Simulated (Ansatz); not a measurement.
## CsCdBO3: O-17 NMR of the central transition

Cell: a Materials Project structure (computed, not necessarily an observed phase), taken as it stands.

Space group P2_13 (No. 198); a = 7.6418 Å.

| site | Wyckoff | site symmetry | x | y | z |
| --- | --- | --- | --- | --- | --- |
| Cs | 4a | .3. | 0.6392 | 0.1392 | 0.3608 |
| Cd | 4a | .3. | 0.6453 | 0.3547 | 0.8547 |
| B | 4a | .3. | 0.5988 | 0.5988 | 0.5988 |
| O | 12b | 1 | 0.5230 | 0.0888 | 0.7658 |

One atom of each set is listed.

Computed with Ansatz: DFT, PBE, plane waves and PAW, with spin–orbit coupling, 420 eV cutoff, Γ-centred 3×3×3 k-points, Fermi–Dirac smearing 0.02 eV.

O-17 has I = 5/2 and Q = -25.58 mb (Pyykkö 2018); at 11.7 T its Larmor frequency is ν₀ = 67.6 MHz. Only the quadrupole interaction is simulated: positions count from each site's isotropic chemical shift, and J coupling is left out, as are shift anisotropy and dipolar coupling, which fast spinning averages.

Task: Simulate the second-order pattern (fast magic-angle spinning, Gaussian broadening 0.03 kHz) of site O (1 B at 1.39 Å; also 2 Cd at 2.34–2.39 Å, 2 Cs at 3.20–3.24 Å).

Result: The calculation gives C_Q = -1.94 MHz and η = 0.86, so ν_Q = 0.291 MHz and the centre of gravity lies at -6.15 ppm (-0.416 kHz).

| offset (kHz) | height |
| --- | --- |
| -0.982 | 0 |
| -0.937 | 4 |
| -0.892 | 11 |
| -0.848 | 19 |
| -0.803 | 21 |
| -0.758 | 22 |
| -0.713 | 24 |
| -0.668 | 26 |
| -0.623 | 28 |
| -0.578 | 32 |
| -0.534 | 49 |
| -0.489 | 100 |
| -0.444 | 98 |
| -0.399 | 91 |
| -0.354 | 65 |
| -0.309 | 53 |
| -0.265 | 46 |
| -0.220 | 41 |
| -0.175 | 38 |
| -0.130 | 35 |
| -0.085 | 32 |
| -0.040 | 30 |
| 0.005 | 11 |
| 0.049 | 0 |
